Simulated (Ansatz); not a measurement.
ReS$_{2}$ (rutile, space group No. 136) under volume change, the program Ansatz at the PBE level (PAW), shape and atoms relaxed at each volume.

| V (Å³/atom) | E − E(relaxed) (meV/atom) | P (GPa) |
|---|---|---|
| 16.541 | 82.6 | 17.71 |
| 17.086 | 34.5 | 10.76 |
| 17.632 | 8.1 | 4.92 |
| 18.177 | 0.0 | 0.00 |
| 18.722 | 7.2 | -4.12 |
| 19.267 | 27.2 | -7.54 |
| 19.813 | 57.6 | -10.27 |

What does a third-order Birch–Murnaghan fit give for V₀, B₀ and B′?

V₀ = 18.18 Å³/atom, B₀ = 149 GPa, B′ = 5.0.

Space group P4_2/mnm (rutile). The cell is a constructed one: a structure type filled with these elements; neither database checked (COD, Materials Project) lists it. Its standing as an ambient phase is unchecked. Symmetry was held in the PBE relaxation; its stability against distortions is not shown here. The run is not spin-polarised. Scalar-relativistic: spin–orbit coupling is off unless named, which matters more the heavier the elements.

Potentials: the later of the program's two PAW sets.
